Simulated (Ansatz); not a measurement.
# ZnNi: how the free axis answers a strain

ZnNi, P4/mmm, a = 2.693 Å, c = 3.189 Å. The structure is a COD entry; whether it is the stable form wasn't checked. Ansatz: r2SCAN, PAW, 500 eV, Γ-centred 20×20×16 mesh on 2 atoms, Gaussian smearing 0.10 eV; no spin polarisation. Series: biaxial strain in the a-b plane, c and atoms relaxed; x is the strain in per cent. y is the change of c in per cent of 3.189 Å.

| x (%) | y (%) |
| --- | --- |
| -3.0 | ? |
| -2.0 | 3.21 |
| -1.0 | 1.57 |
| 0.0 | 0.00 |
| 1.0 | -1.58 |
| 2.0 | -3.23 |
| 3.0 | -4.89 |

Fit y = c1 x + c2 x² to the other rows, say what c1 measures, and predict the missing y.

Least squares on the rows shown. y = −1.607 x − 0.006181 x². With no stress along c, c1 = −2C13/C33 = -1.607. At −2 the volume would not change at all; a value this near to it means that the crystal resists a change of volume much more than one of shape. At x = -3.0 the fit asked for gives 4.77 %. The run gave 4.86 %, so the fit is 0.09 % too low, 0.92 % of the span of the series, against an rms of 0.02 % on the fitted rows. The row lies outside the fitted range. With a term in x³ added, a fit to the same known rows predicts 4.88 %, so most of the miss is curvature that the known rows already hold.